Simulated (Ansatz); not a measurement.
HfRh$_{3}$:
```cif
data_HfRh3
_chemical_formula_sum 'Rh3 Hf1'
_space_group_name_H-M_alt 'Pm-3m'
_space_group_IT_number 221
_space_group_name_Hall '-P 4 2 3'
_cell_length_a 3.91623
_cell_length_b 3.91623
_cell_length_c 3.91623
_cell_angle_alpha 90.000
_cell_angle_beta 90.000
_cell_angle_gamma 90.000
loop_
_atom_site_label
_atom_site_type_symbol
_atom_site_symmetry_multiplicity
_atom_site_Wyckoff_symbol
_atom_site_fract_x
_atom_site_fract_y
_atom_site_fract_z
_atom_site_occupancy
Rh1 Rh 3 c 0.00000 0.50000 0.50000 1
Hf1 Hf 1 a 0.00000 0.00000 0.00000 1
```

Relaxed with r²SCAN.

### Question
Tabulate the valence density and the electron localisation function along the shortest Rh–Rh contact (2.77 Å), DFT-r²SCAN in the program Ansatz with PAW potentials.

### Answer


```csv
distance from Rh (Å),density (e/Å³),ELF
0.28,11.83,0.77
0.42,8.71,0.74
0.55,5.68,0.67
0.69,3.24,0.55
0.83,1.56,0.38
0.97,0.75,0.25
1.11,0.48,0.21
1.25,0.36,0.26
1.38,0.34,0.29
1.52,0.36,0.26
1.66,0.48,0.21
1.80,0.75,0.25
1.94,1.56,0.38
2.08,3.24,0.55
2.22,5.68,0.67
2.35,8.71,0.74
2.49,11.83,0.77
```

The density is the valence pseudo-density with augmentation charge, so density and ELF within about 1 Å of a nucleus are not all-electron values.

The workflow started from an entry of the Crystallography Open Database (COD). Its standing as an ambient phase is unchecked. The r²SCAN relaxation kept the symmetry of its start; its stability against distortions is not shown here. No spin polarisation was allowed. Scalar-relativistic: spin–orbit coupling is off unless named, which matters more the heavier the elements.

Potentials: the later of the program's two PAW sets.
